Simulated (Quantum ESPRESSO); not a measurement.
## Kohn-Sham bands of K2S (anti-fluorite)

```
K2S
1.0
    0.00000     3.70694     3.70694
    3.70694     0.00000     3.70694
    3.70694     3.70694     0.00000
K S
2 1
Direct
  0.75000   0.75000   0.75000
  0.25000   0.25000   0.25000
  0.00000   0.00000   0.00000
```

Materials Project entry mp-1022; symmetrised, unrelaxed at this level. COD (Crystallography Open Database) has the formula in 2 space groups, this one among them (matched by group alone). Computed values, not measurements, from LDA: Quantum ESPRESSO (norm-conserving PseudoDojo potentials, cutoff 58 Ry, no spin polarisation, no spin-orbit coupling) on a Γ-centred 8×8×8 mesh, then Wannier90. Density: 8×8×8 mesh, cold smearing 0.01 Ry.

Question: List the Kohn-Sham levels between −8 and 5.1 eV relative to the valence-band maximum at the high-symmetry points, as a band run of pw.x on that density gives them (levels within 2 meV counted together).

Answer: 
| point | k (reciprocal lattice) | levels (eV) |
|---|---|---|
| Γ | 0.000 0.000 0.000 | -0.20 (×3), 2.10 |
| X | 0.500 0.000 0.500 | -0.79, 0.00 (×2), 3.29, 5.04 |
| U | 0.625 0.250 0.625 | -0.59, -0.22, -0.02, 3.52 |
| K | 0.375 0.375 0.750 | -0.59, -0.22, -0.02, 3.52 |
| L | 0.500 0.500 0.500 | -0.66, -0.07 (×2), 4.50, 4.73 |
| W | 0.500 0.250 0.750 | -0.41 (×2), -0.02, 3.50 |
